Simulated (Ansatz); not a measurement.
HgF:
```cif
data_F4Hg4
_chemical_formula_sum 'Hg4 F4'
_space_group_name_H-M_alt 'I4/mmm'
_space_group_IT_number 139
_space_group_name_Hall '-I 4 2'
_cell_length_a 3.63616
_cell_length_b 3.63616
_cell_length_c 10.98564
_cell_angle_alpha 90.000
_cell_angle_beta 90.000
_cell_angle_gamma 90.000
loop_
_atom_site_label
_atom_site_type_symbol
_atom_site_symmetry_multiplicity
_atom_site_Wyckoff_symbol
_atom_site_fract_x
_atom_site_fract_y
_atom_site_fract_z
_atom_site_occupancy
Hg1 Hg 4 e 0.00000 0.00000 0.11523 1
F1 F 4 e 0.00000 0.00000 0.31087 1
```
(The calculation used a cell of 4 atoms; values per cell refer to that cell.)

Relaxed with r²SCAN+D4.

Q: Tabulate the valence density and the electron localisation function along the shortest Hg–F contact (2.15 Å), r²SCAN+D4 in the plane-wave PAW code Ansatz.

A: 

```tsv
distance from Hg (Å)	density (e/Å³)	ELF
0.21	14.96	0.69
0.32	12.58	0.63
0.43	9.92	0.59
0.54	7.27	0.55
0.64	4.87	0.50
0.75	2.93	0.42
0.86	1.57	0.31
0.97	0.85	0.19
1.07	0.59	0.12
1.18	0.56	0.16
1.29	0.69	0.35
1.40	1.01	0.62
1.50	1.67	0.77
1.61	2.95	0.78
1.72	5.05	0.75
1.83	7.81	0.67
1.93	10.69	0.55
```

The density is the valence pseudo-density with augmentation charge, so density and ELF within about 1 Å of a nucleus are not all-electron values.

The first step of the workflow began from a Materials Project structure, measured or hypothetical; the Crystallography Open Database files this formula in space group No. 139, but the cells were not matched. Whether it is the stable phase at ambient conditions was not checked. The cell was relaxed with r²SCAN+D4 under the symmetry of its start; its stability against distortions is not shown here. Spin–orbit coupling is left out wherever it is not named.

Potentials: the later of the program's two PAW sets.
